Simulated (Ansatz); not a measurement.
The relaxed structure here is a generated cell of SnO: the first start was made by placing the elements on the sites of a structure type, and the end was not matched to a known phase here, so it may be hypothetical. Known forms of SnO include space group No. 129.

The end point of a relaxation of SnO. Space group P4₂/mmc (No. 131). Computed with r2SCAN (plane waves to 500 eV, PAW, scalar-relativistic; Ansatz, an electronic-structure program).

Space group P4₂/mmc (No. 131); a = b = 3.198 Å, c = 6.249 Å, α = β = γ = 90.00°

```tsv
atom	site	symmetry	x	y	z
Sn	2c	mmm.	0.0000	0.5000	0.0000
O	2e	-4m2	0.0000	0.0000	0.2500
```

For SnO, the volume per atom is 15.98 Å³, the band gap is no gap (metallic) and the shortest distances comes out as O–Sn 2.24 Å; O–O 3.12 Å; Sn–Sn 3.20 Å. The k-mesh is 10×10×6.

Band energies at high-symmetry points (eV from the Fermi level; labels of this space group; no spin-orbit coupling), from −5 eV up to 3.3 eV:

```
point                                 energies
-----  ---------------------------------------
Γ      -5.00 -4.44 -4.44 -3.36 -3.36 0.28 1.26
X           -4.23 -4.03 -3.26 -3.09 -1.39 0.38
M                   -3.56 -2.19 0.06 1.03 1.03
Z          -4.17 -4.17 -3.70 -3.70 -2.38 -2.38
R            -3.99 -3.31 -1.06 -0.89 0.57 2.63
A                        -1.30 -1.30 1.39 1.39
```

No spin polarisation in the result.

The run could not lower the symmetry of its start; a shaken copy of this end point relaxes with r2SCAN to Pmma (No. 51), 0.05 eV/atom lower.
